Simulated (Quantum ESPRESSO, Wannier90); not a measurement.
**ZrN (NiAs type): Wannier90 run**

```
CELL_PARAMETERS angstrom
      3.18725     0.00000     0.00000
     -1.59362     2.76024     0.00000
      0.00000     0.00000     5.49017
ATOMIC_POSITIONS crystal
  Zr 0.33333 0.66667 0.25000
  Zr 0.66667 0.33333 0.75000
  N  0.00000 0.00000 0.00000
  N  0.00000 0.00000 0.50000
```

Cell from Materials Project (mp-1093992), symmetrised, no further relaxation. Not found in the COD (Crystallography Open Database) copy used, which has the formula in other groups; not checked further. Level: PBEsol, spinors with spin-orbit coupling; pw.x of Quantum ESPRESSO at 68 Ry with PseudoDojo potentials, 6×6×4 k-points, Wannier90. Density: 12×12×6 mesh, cold smearing 0.01 Ry.

The plane-wave run has 78 bands and 34 electrons a cell. On the energy scale of pw.x, whose zero is arbitrary, the Fermi level lies at 17.17 eV.

Isolated groups of bands, relative to the Fermi level (bands from 21 on overlap up to the last one computed):

```csv
bands,from (eV),to (eV),filling,weight on atomic waves
1–4,-49.06,-48.87,filled,Zr 4s 94 %
5–8,-28.51,-27.95,filled,Zr 4p 96 %
9–16,-26.96,-26.09,filled,Zr 4p 96 %
17–20,-15.86,-13.35,filled,"N 2s 70 %, Zr 4d 16 %, Zr 5s 8 %"
```

Input w.win, without the blocks of cell, atoms and k-points (144 lines):

```
num_bands = 58
num_wann = 32
exclude_bands = 1-20
spinors = true
num_iter = 1000
conv_tol = 1.0e-6
conv_window = 4
dis_num_iter = 1000
dis_conv_tol = 1.0e-6
dis_froz_max = 18.67
dis_win_max = 17.67
write_hr = true
write_u_matrices = true
begin projections
f=0.34513,-0.31554,0.24976: d
f=-0.34535,0.33723,-0.24635: d
f=-0.01774,-0.00609,-0.00088: p
f=0.01412,0.00496,0.50557: p
end projections
mp_grid = 6 6 4
```

wannier90.x stops with:
```
dis_windows: Energy window contains fewer states than number of target WFs
```
At some k-point the outer window holds fewer bands than num_wann, so no subspace of that size can be extracted. Mended as below, all else unchanged, the run goes through (Ω_I = 38.0 Å²) and follows the plane-wave bands to 8.2 meV rms (states up to 1.0 eV relative to the Fermi level).
Remove the line dis_win_max = 17.67.
